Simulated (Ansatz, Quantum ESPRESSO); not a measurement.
This is a calculation of Zn3P for Quantum ESPRESSO 7.5. The cell comes from a database or a generator and needn't be the stable form of this composition.

Contents of pw.in:

```
&CONTROL
  calculation = 'scf'
  prefix = 'pwscf'
  outdir = './tmp'
  pseudo_dir = './pseudo'
  tprnfor = .true.
  tstress = .true.
  disk_io = 'nowf'
/
&SYSTEM
  ibrav = 0
  nat = 4
  ntyp = 2
  ecutwfc = 55
  ecutrho = 440
  nbnd = 43
  occupations = 'smearing'
  smearing = 'fd'
  degauss = 0.00367493
/
&ELECTRONS
  conv_thr = 8d-10
  electron_maxstep = 120
  mixing_beta = 0.5
/
ATOMIC_SPECIES
Zn    65.3800 Zn_pbe_v1.uspp.F.UPF
P     30.9738 P.pbe-n-rrkjus_psl.1.0.0.UPF
CELL_PARAMETERS angstrom
   3.9755180000    0.0000000000    0.0000000000
   0.0000000000    3.9755180000    0.0000000000
   0.0000000000    0.0000000000    3.9755180000
ATOMIC_POSITIONS crystal
Zn     0.5000000000    0.5000000000    0.0000000000
Zn     0.5000000000    0.0000000000    0.5000000000
Zn     0.0000000000    0.5000000000    0.5000000000
P      0.0000000000    0.0000000000    0.0000000000
K_POINTS automatic
7 7 7 0 0 0
```

Potentials or basis: SSSP 1.3 efficiency PBE.

Command:

```console
$ OMP_NUM_THREADS=1 pw.x -in pw.in > pw.out
```

Q: Set up the same calculation for Ansatz 0.2.0. Potentials or basis there: Ansatz PAW, cutoff 420 eV.

A: As run (cutoffs and basis follow the program's own potentials, and thresholds, step limits or extra output files can differ):

File input.yaml:

```yaml
crystal:
  lattice:
    - [3.975518, 0.0, 0.0]
    - [0.0, 3.975518, 0.0]
    - [0.0, 0.0, 3.975518]
  atoms:
    - { symbol: Zn, position: [0.5, 0.5, 0.0] }
    - { symbol: Zn, position: [0.5, 0.0, 0.5] }
    - { symbol: Zn, position: [0.0, 0.5, 0.5] }
    - { symbol: P, position: [0.0, 0.0, 0.0] }
hamiltonian:
  xc: pbe
  pseudopotentials: { kind: paw }
kpoints:
  mp_grid: { grid: [7, 7, 7] }
scf:
  occupations: { method: fermi_dirac, width: 0.05 }
output:
  forces: true
  stress: true
  eigenvalues: true
  write_density: true
  write_potential: true
  elf: true
  volumetric_format: npy
```

Potentials or basis: Ansatz PAW.

The run is started by

```bash
$ ansatz run input.yaml --threads 2 --pin off --max-ram 5120MiB --backend cpu --events-out ev --progress --plain --runs-dir out
```

Both were run:

|  | Quantum ESPRESSO | Ansatz |
| --- | --- | --- |
| Pressure | -0.9 GPa | -0.9 GPa |

Ansatz's pressure holds a Pulay term of +0.10 GPa for its cutoff of 420 eV, which the other run lacks.

The potentials hold 65 and 41 valence electrons a cell.

Where Ansatz's input types no cutoff or centring, it takes its own default and a Γ-centred mesh.

Pressure is positive in compression.
